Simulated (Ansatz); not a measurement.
LiH:
```
LiH
1.0
    0.00000     2.00233     2.00233
    2.00233     0.00000     2.00233
    2.00233     2.00233     0.00000
Li H
1 1
Direct
  0.00000   0.00000   0.00000
  0.50000   0.50000   0.50000
```

Relaxed with r²SCAN. r²SCAN (plane waves, PAW; program Ansatz) gives a gap of 3.63 eV.

Task: What gap does HSE06 give on the same cell (Ansatz, PAW)?

Result: 3.97 eV, 0.34 eV more. The hybrid was solved on a coarser mesh and at special points; its gap is the smallest among all of these.

```
k  v1 r²SCAN  c1 r²SCAN    v1 HSE06    c1 HSE06
-  ---------  ---------  ----------  ----------
X       0.00       3.63        0.00        3.97
L      -2.61       5.54  (withheld)  (withheld)
W      -0.22       6.01  (withheld)  (withheld)
K      -0.49       4.82  (withheld)  (withheld)
```

Task: Top valence (v1) and lowest conduction level (c1) in eV from each method's valence maximum (which need not be a listed point): supply the withheld HSE06 values.

Result: 
- K, v1 HSE06: -0.55
- K, c1 HSE06: 5.19
- W, v1 HSE06: -0.24
- W, c1 HSE06: 6.39
- L, v1 HSE06: -2.88
- L, c1 HSE06: 5.95

Cost on shared cores: the r²SCAN run (SCF on a 12×12×12 mesh, then bands and DOS) roughly 7 core-seconds, the HSE06 run (SCF on 9×9×9, then a few points) around 50 core-seconds (rough); the tasks are unlike.

Space group Fm-3m (rock salt). The cell was relaxed with r²SCAN under the symmetry of its start; phonons on a q-mesh show no instability.

Potentials: the later of the program's two PAW sets.
